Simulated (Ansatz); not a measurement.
**Computed properties of TiAl**

TiAl:
```
CELL_PARAMETERS angstrom
      3.15630     0.00000     0.00000
      0.00000     3.15630     0.00000
      0.00000     0.00000     3.15630
ATOMIC_POSITIONS crystal
  Ti 0.00000 0.00000 0.00000
  Al 0.50000 0.50000 0.50000
```

Space group Pm-3m (No. 221), CsCl type; conventional cell a = 3.1563 Å, b = 3.1563 Å, c = 3.1563 Å, α = 90.00°, β = 90.00°, γ = 90.00°.

Method: PBEsol (plane waves, PAW; program Ansatz). Structure relaxed to zero pressure with the same functional. Other levels are named where they apply.

Cell and energy:

| Quantity | Result |
|---|---|
| Volume per atom | 15.72 Å³ |
| Density | 3.95 g/cm³ |
| Formation energy from the elements (no fitted shifts) | -0.26 eV/atom |

Electronic structure:

| Quantity | Result |
|---|---|
| Electronic character | metallic (no gap) |
| Density of states at the Fermi level | 1.3 states/eV per atom (mean over ±0.08 eV) |

Mechanics:

| Property | Value |
|---|---|
| Bulk modulus (Birch–Murnaghan fit) | 118 GPa |
| Pressure derivative B′ | 3.9 |
| Elastic constants (relaxed ions, GPa) | C11 = 78.9, C12 = 138, C44 = 74.7 |
| Mechanical stability | unstable (C has a negative eigenvalue) |

Phonons:

| Item | Value |
|---|---|
| Highest zone-centre frequency | 323 cm⁻¹ |
| Zone-centre stability | no imaginary mode at Γ |
| Dynamical stability on the path | unstable, down to 120i cm⁻¹ |

The first step of the workflow began from a Materials Project structure, measured or hypothetical; the Crystallography Open Database copy checked does not list it. With Ti and Al taken as one species the cell has the higher symmetry Im-3m, so it may be an ordered model of a mixed-site phase. It is not the phase usual at ambient conditions (space group No. 123). The PBEsol relaxation kept the symmetry of its start. No spin polarisation was allowed. As this level gives no gap, shear constants depend on the k-mesh and smearing (Fermi–Dirac, 0.1 eV here). As this level gives no gap, phonon frequencies hold no LO–TO term and depend on the k-mesh and smearing (Fermi–Dirac, 0.1 eV here). The references are the lowest solids computed at this level, not always the standard phases.

Potentials: the later of the program's two PAW sets.
